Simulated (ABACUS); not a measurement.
A self-consistent single point of Hf2Si (I4/mcm, 12 atoms in the cell; from Materials Project mp-9938, changed as shown) with ABACUS.

Method: PBEsol, numerical atomic orbitals SZP (confined pseudo-atomic orbitals with Gaussian additions; energy shift 0.01 Ry), PseudoDojo 0.4 standard norm-conserving PBEsol (tails mended) pseudopotentials run with ABACUS.

The change in words: lattice scaled by 0.98. Reference geometry (I4/mcm):
```
Hf2Si
1.0
    6.55070     0.00000     0.00000
    0.00000     6.55070     0.00000
    0.00000     0.00000     5.16565
Hf Si
8 4
Direct
  0.15649   0.34351   0.00000
  0.84351   0.65649   0.00000
  0.15649   0.65649   0.50000
  0.84351   0.34351   0.50000
  0.65649   0.84351   0.50000
  0.34351   0.15649   0.50000
  0.65649   0.15649   0.00000
  0.34351   0.84351   0.00000
  0.00000   0.00000   0.25000
  0.00000   0.00000   0.75000
  0.50000   0.50000   0.75000
  0.50000   0.50000   0.25000
```

Reference input (self-consistent single point, DFT, PBEsol, numerical atomic orbitals SZP (confined pseudo-atomic orbitals with Gaussian additions; energy shift 0.01 Ry), PseudoDojo 0.4 standard norm-conserving PBEsol (tails mended) pseudopotentials): basis = SZP numerical atomic orbitals, energy shift 0.01 Ry; KPT = Gamma 4 4 4 0 0 0; basis_type = lcao; ecutwfc = 100 Ry; smearing_method = fd; smearing_sigma = 0.00734986 Ry; potentials = PseudoDojo 0.4 standard norm-conserving PBEsol (tails mended); symmetry = 1; ks_solver = genelpa; scf_nmax = 100; scf_thr = 1.0e-06; mixing_type = broyden. This run's input differs from it in these lines:

```diff
@@ -32,5 +32,5 @@
 LATTICE_VECTORS
-   6.5507000000    0.0000000000    0.0000000000
-   0.0000000000    6.5507000000    0.0000000000
-   0.0000000000    0.0000000000    5.1656500000
+   6.4196860000    0.0000000000    0.0000000000
+   0.0000000000    6.4196860000    0.0000000000
+   0.0000000000    0.0000000000    5.0623370000
 
@@ -42,10 +42,10 @@
 8
-   1.9371942364    4.2523202259    0.0000000000
-  10.4418346882    8.1267086987    0.0000000000
-   1.9371942364    8.1267086987    4.8808318778
-  10.4418346882    4.2523202259    4.8808318778
-   8.1267086987   10.4418346882    4.8808318778
-   4.2523202259    1.9371942364    4.8808318778
-   8.1267086987    1.9371942364    0.0000000000
-   4.2523202259   10.4418346882    0.0000000000
+   1.8984503517    4.1672738214    0.0000000000
+  10.2329979944    7.9641745247    0.0000000000
+   1.8984503517    7.9641745247    4.7832152403
+  10.2329979944    4.1672738214    4.7832152403
+   7.9641745247   10.2329979944    4.7832152403
+   4.1672738214    1.8984503517    4.7832152403
+   7.9641745247    1.8984503517    0.0000000000
+   4.1672738214   10.2329979944    0.0000000000
 
@@ -54,6 +54,6 @@
 4
-   0.0000000000    0.0000000000    2.4404159389
-   0.0000000000    0.0000000000    7.3212478168
-   6.1895144623    6.1895144623    7.3212478168
-   6.1895144623    6.1895144623    2.4404159389
+   0.0000000000    0.0000000000    2.3916076201
+   0.0000000000    0.0000000000    7.1748228604
+   6.0657241730    6.0657241730    7.1748228604
+   6.0657241730    6.0657241730    2.3916076201
 # file: KPT
```

Log, with long lists cut:

```
 SELF-CONSISTENT
 -------------------------------------------

                  longest orb rcut (Bohr) = 7.8
   longest nonlocal projector rcut (Bohr) = 2.46
                     search radius (Bohr) = 20.5

                          real space grid = [ 80, 80, 64 ]

                                 init_chg = atomic

 LCAO ALGORITHM --------------- ION=   1  ELEC=   1--------------------------------

 Density error is 0.0538171564236
 E_KohnSham     -936.4510153251      -12741.0697063066
 E_Fermi        1.1159160349         15.1828165639

 LCAO ALGORITHM --------------- ION=   1  ELEC=   2--------------------------------

   [... lines left out ...]

   [... 3 blocks of this kind left out ...]

 LCAO ALGORITHM --------------- ION=   1  ELEC=   6--------------------------------

 Density error is 1.09188220851e-05
 E_KohnSham     -936.4969661349      -12741.6948991480
 E_Fermi        1.0984826995         14.9456238673

 LCAO ALGORITHM --------------- ION=   1  ELEC=   7--------------------------------

 Density error is 8.05171370875e-07
 E_KohnSham     -936.4969661356      -12741.6948991578
 E_KS(sigma->0) -936.4926902512      -12741.6367227655
 E_entropy(-TS) -0.0085517689        -0.1163527847
 E_Fermi        1.0984814585         14.9456069832
 charge density convergence is achieved
 final etot is -12741.694899 eV
 EFERMI = 14.945606983 eV

 STATE ENERGY(eV) AND OCCUPATIONS    NSPIN == 1
   [... 65 lines left out ...]

 TOTAL-FORCE (eV/Angstrom)
                       Hf1        -0.0302237500         0.0302236994         0.0000000000
                       Hf2         0.0302237500        -0.0302236994         0.0000000000
                       Hf3        -0.0302237500        -0.0302236994         0.0000000000
                       Hf4         0.0302237500         0.0302236994         0.0000000000
                       Hf5        -0.0302236994         0.0302237500         0.0000000000
                       Hf6         0.0302236994        -0.0302237500         0.0000000000
                       Hf7        -0.0302236994        -0.0302237500         0.0000000000
   [... lines left out ...]

 TOTAL-STRESS (KBAR)
        80.5318532355         0.0000000000         0.0000000000
         0.0000000000        80.5318532355        -0.0000000000
         0.0000000000        -0.0000000000       105.9509167377
 TOTAL-PRESSURE: 89.004874 KBAR

 --------------------------------------------
 !FINAL_ETOT_IS -12741.6948991578465211 eV
 --------------------------------------------
```

The run converged in 7 iterations. Against the reference run the free energy rises by 24.4 meV/atom and the pressure goes from -1.21 to 8.90 GPa.

The atom-centred basis is finite, which shifts total energies and pressures against plane waves. A single-zeta basis is rough, for pressures and forces above all. The structure comes from a collection of computed structures, made at another level of theory; the collection holds predicted forms beside known ones. No clean gap shows at this smearing width and mesh (spacing up to 0.31 Å⁻¹); the mesh is coarse for partly filled bands, so the values carry mesh errors.

Cost on one core: about 60 core-seconds (a rough figure).

The atomic orbitals were generated for these runs; they are not ABACUS's published sets and were checked against plane waves on a few crystals only.

“Tails mended”: in these copies of the files the far tail of each local potential was reset to the Coulomb form.
